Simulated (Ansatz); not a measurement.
SnO:
```yaml
crystal:
  lattice:
    - [0.00000, 2.73908, 2.73908]
    - [2.73908, 0.00000, 2.73908]
    - [2.73908, 2.73908, 0.00000]
  atoms:
    - { symbol: O, position: [0.25000, 0.25000, 0.25000] }
    - { symbol: Sn, position: [0.00000, 0.00000, 0.00000] }
```

Relaxed with PBE. Special points in fractions of this cell's reciprocal vectors: Γ (0.000, 0.000, 0.000); X (0.500, 0.000, 0.500); U (0.625, 0.250, 0.625); K (0.375, 0.375, 0.750); L (0.500, 0.500, 0.500); W (0.500, 0.250, 0.750).

Problem. List the band energies nearest the Fermi level at these points for plane-wave PAW PBE with spin–orbit coupling (Ansatz code).

Solution. In eV from the Fermi level; about four levels below and three above (degenerate sets whole), none deeper than 8.9 eV; points with the same levels are listed once.

| k | below | above |
|---|---|---|
| Γ | -3.41 -3.41 -3.41 -3.41 | 3.90 3.90 4.72 4.72 4.72 4.72 |
| X | -0.48 -0.48 -0.13 -0.13 | 4.99 4.99 5.34 5.34 |
| U | -4.33 -4.32 -0.30 -0.29 | 0.84 0.84 3.31 |
| L | -3.80 -3.80 -2.31 -2.31 | 1.74 1.74 4.38 4.38 |
| W | -5.00 -4.93 -4.88 -4.84 | 0.04 0.06 1.38 |

Space group F-43m (zinc blende). The start of the workflow was typed in or built on a structure type; neither database checked (COD, Materials Project) lists it. It is not the phase usual at ambient conditions (space group No. 129). The cell was relaxed with PBE under the symmetry of its start; its stability against distortions is not shown here. The volume moved by 23 % from the start of the relaxation.

Potentials: the earlier of the program's two PAW sets.
